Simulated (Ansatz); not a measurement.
## RbGe₆ under compression: one row to predict

It was reached by relaxing an invented guess, and it needn't be the stable form of this composition.

Level of theory: Ansatz 0.2.0, DFT PBE, scalar-relativistic, plane waves, PAW. Settings of the last relaxation (7-atom cell): 420 eV, 8×8×8 k points, Gaussian smearing of 0.10 eV, no spin polarisation.

```
CELL_PARAMETERS angstrom
-3.59888 3.59888 3.59888
3.59888 -3.59888 3.59888
3.59888 3.59888 -3.59888
ATOMIC_POSITIONS crystal
Rb 0.00000 0.00000 0.00000
Ge 0.50000 0.75000 0.25000
Ge 0.75000 0.25000 0.50000
Ge 0.75000 0.50000 0.25000
Ge 0.50000 0.25000 0.75000
Ge 0.25000 0.75000 0.50000
Ge 0.25000 0.50000 0.75000
```

The cell was set to several volumes, with shape and atoms relaxed at each where symmetry leaves them free. Pressure is positive in compression, and energies count from the lowest row. No row has a gap on its mesh.

| row | V (Å³/atom) | P (GPa) | ΔE (meV/atom) |
| --- | --- | --- | --- |
| 1 | 23.439 | 7.51 | 66.3 |
| 2 | 24.239 | 5.12 | 35.0 |
| 3 | 25.038 | ? | ? |
| 4 | 25.837 | 1.43 | 3.5 |
| 5 | 26.636 | 0.01 | 0.0 |
| 6 | 27.435 | -1.18 | 3.0 |
| 7 | 28.234 | -2.18 | 11.6 |
| 8 | 29.299 | -3.27 | 29.9 |

Problem. Find B = −V·ΔP/ΔV from rows 4 and 6 and from rows 1 and 2, and from the two its slope B′ and its value B0 at zero pressure.

Solution. Rows 4 and 6 give −(25.837 + 27.435)/2 × (-1.18 − (1.43))/(27.435 − 25.837) = 43.5 GPa at a mean pressure of 0.12 GPa. Rows 1 and 2 give −(23.439 + 24.239)/2 × (5.12 − (7.51))/(24.239 − 23.439) = 71.2 GPa at a mean pressure of 6.31 GPa. So B′ = (71.2 − 43.5)/(6.31 − (0.12)) = 4.47 and B0 = 43.5 − 4.47 × (0.12) = 43.0 GPa. A third-order Birch–Murnaghan fit to all the energies gives B0 = 43.3 GPa and B′ = 4.7.

Problem. Estimate the pressure and energy of row 3.

Solution. From row 5, V0 = 26.636 × (1 + (0.01)/43.0) = 26.642 Å³/atom. Murnaghan's form P = (B0/B′)·[(V0/V)^B′ − 1] gives (43.0/4.47) × [(26.642/25.038)^4.47 − 1] = 3.08 GPa; the computed pressure is 3.12 GPa, so the estimate is off by -0.04 GPa. The work of compression from row 4, with the mean of the two pressures, gives ΔE = 3.5 + (3.08 + 1.43)/2 × (25.837 − 25.038)/160.2 × 1000 = 14.7 meV/atom (1 eV/Å³ = 160.2 GPa); the computed value is 14.6 meV/atom.

All volumes keep the k mesh of the relaxed cell. A later test with randomly moved atoms came back to the same energy, though modes that don't fit the test's cell weren't probed.
